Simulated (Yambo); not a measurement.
G0W0@PBEsol for BaHI (space group P4/nmm, No. 129) in Yambo (2×2×2 mesh, 7 Ry block, plasmon pole, screening fixed), without a terminator:

```
bands N in G  gap Z → Z (eV)  shift of the valence edge (eV)
------------  --------------  ------------------------------
85                     3.948                          -0.429
152                    4.082                          -0.796
243                    4.107                          -0.928
```

Q: Extrapolate both columns to infinite N with E(N) = E∞ + A/N, test the form, and compare with the terminator.

A: From two points, E∞ = (N2 E2 − N1 E1)/(N2 − N1). The two largest N give 4.15 eV for the gap and -1.15 eV for the shift; the two smallest give 4.25 eV and -1.26 eV. For the gap the slopes A are -26 and -10 eV: the form isn't reached, and its limit is uncertain. For the shift the slopes A are 71 and 54 eV: the form isn't reached, and its limit is uncertain. With the Bruneval-Gonze terminator and 243 bands the run gives 4.13 eV and -1.02 eV, 0.02 eV and 0.13 eV from the extrapolated values: the terminator too is an estimate of the remainder. Block, mesh and the bands in W are held fixed.

Spin-orbit coupling is not included.

Geometry of the Materials Project entry, not relaxed at this level; primitive cell a = b = 4.7758 Å, c = 7.8002 Å, α = β = γ = 90.00°.

A shift is the quasiparticle energy of the state minus its PBEsol energy.
